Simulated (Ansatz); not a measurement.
GaAs:
```yaml
crystal:
  lattice:
    - [6.92161, 0.00000, 0.00000]
    - [0.00000, 6.92161, 0.00000]
    - [0.00000, 0.00000, 4.00958]
  atoms:
    - { symbol: Ga, position: [0.32439, 0.67561, 0.00000] }
    - { symbol: Ga, position: [0.67561, 0.32439, 0.00000] }
    - { symbol: Ga, position: [0.82439, 0.82439, 0.50000] }
    - { symbol: Ga, position: [0.17561, 0.17561, 0.50000] }
    - { symbol: As, position: [0.31720, 0.31720, 0.00000] }
    - { symbol: As, position: [0.68280, 0.68280, 0.00000] }
    - { symbol: As, position: [0.18280, 0.81720, 0.50000] }
    - { symbol: As, position: [0.81720, 0.18280, 0.50000] }
```

r²SCAN in the plane-wave PAW code Ansatz gives a gap of 1.00 eV without spin–orbit coupling, maximum on the M–Γ line, 92 % of the way from M, minimum at A.

Problem. What happens when spin–orbit coupling is switched on?

Solution. The gap shrinks by 0.10 eV, to 0.90 eV; maximum at Γ, minimum at A.

Problem. Give the hole effective mass with spin–orbit coupling.

Solution. 0.098, 0.098, 0.88 mₑ (principal values).

Space group P4_2/mnm. The start of the workflow was typed in or built on a structure type; neither database checked (COD, Materials Project) lists it. It is not the phase usual at ambient conditions (space group No. 216). Symmetry was held in the r²SCAN relaxation; its stability against distortions is not shown here. The volume moved by 17 % from the start of the relaxation.

Potentials: the later of the program's two PAW sets.
